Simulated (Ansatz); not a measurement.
Li3SeF: stable or not

It was reached by relaxing an invented guess, and it needn't be the stable form of this composition.

Computed with DFT PBE, scalar-relativistic, plane waves, PAW (Ansatz 0.2.0). The final run on the 5-atom cell used 420 eV, a Γ-centred 6×6×6 mesh, 0.02 eV smearing and no spin polarisation.

```cif
data_structure
_symmetry_space_group_name_H-M 'Pm-3m'
_symmetry_Int_Tables_number 221
_cell_length_a 3.9966
_cell_length_b 3.9966
_cell_length_c 3.9966
_cell_angle_alpha 90.000
_cell_angle_beta 90.000
_cell_angle_gamma 90.000
_cell_volume 63.84
loop_
_atom_site_label
_atom_site_type_symbol
_atom_site_symmetry_multiplicity
_atom_site_Wyckoff_symbol
_atom_site_fract_x
_atom_site_fract_y
_atom_site_fract_z
_atom_site_occupancy
Li1 Li 3 d 0.50000 0.00000 0.00000 1
Se1 Se 1 b 0.50000 0.50000 0.50000 1
F1 F 1 a 0.00000 0.00000 0.00000 1
```

Energies over the elements count from the elements' standard structures at the same level (F₂ as a molecule), with no fitted energy shifts.

Task: These tests were run: energy against the elements; random kick, then relaxation without symmetry; phonons on a 2×2×2 q mesh. What do they show?

Result:

```csv
test,result
energy against the elements,−1.886 eV/atom
"random kick, then relaxation without symmetry",returns
phonons on a 2×2×2 q mesh,no imaginary mode on the mesh
```

It fails none of these tests. Whether a mixture of other phases lies lower isn't tested here.

The reference form of Se is held partly by dispersion forces, which this level lacks. The kick test ran on a coarse mesh. The run for the phonons used a 6×6×6 k mesh.
